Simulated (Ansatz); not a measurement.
A relaxed cell of TaRu (Cmmm (No. 65)), relaxed on a k-mesh at least as fine as the one used below. Calculation: PBEsol (plane waves to 420 eV, PAW, scalar-relativistic; Ansatz, a program for electronic structure). Γ-centred k-mesh 4×7×11 on the run's cell (coarser than for final values), Fermi–Dirac smearing 0.05 eV.

```
CELL_PARAMETERS angstrom
      6.10106    -6.73964     0.00000
      3.05053     3.36982     0.00000
      0.00000     0.00000     3.01276
ATOMIC_POSITIONS crystal
  Ru 0.38533 0.22933 0.50000
  Ru 0.88533 0.22933 0.50000
  Ru 0.11467 0.77067 0.50000
  Ru 0.61467 0.77067 0.50000
  Ta 0.13187 0.26374 0.00000
  Ta 0.63187 0.26374 0.00000
  Ta 0.36813 0.73626 0.00000
  Ta 0.86813 0.73626 0.00000
```

The atoms are displaced along an unstable phonon of this cell by (Å):

```csv
atom,ux,uy,uz
Ru1,0.019,0.149,0.000
Ru2,-0.019,-0.149,0.000
Ru3,-0.019,-0.149,0.000
Ru4,0.019,0.149,0.000
Ta5,-0.109,-0.040,0.000
Ta6,0.109,0.040,0.000
Ta7,0.109,0.040,0.000
Ta8,-0.109,-0.040,0.000
```

**Question.** What forces (eV/Å) and pressure result?

**Answer.** 
```csv
atom,Fx,Fy,Fz
Ru1,-0.05,0.29,0.00
Ru2,-0.22,0.62,0.00
Ru3,0.05,-0.29,0.00
Ru4,0.22,-0.62,0.00
Ta5,0.15,-0.22,0.00
Ta6,-0.34,0.04,0.00
Ta7,-0.15,0.22,0.00
Ta8,0.34,-0.04,0.00
```

Pressure +0.7 GPa.

The undisplaced cell is probably no minimum: from this displacement the run went on to P2/m (No. 10), 0.01 eV/atom below it.

No spin polarisation in the result.

The first start was generated by placing the elements on the sites of a structure type. Materials Project lists a structure of TaRu in the same space group, Cmmm (No. 65); the sites were not compared with it, nor with measured phases.
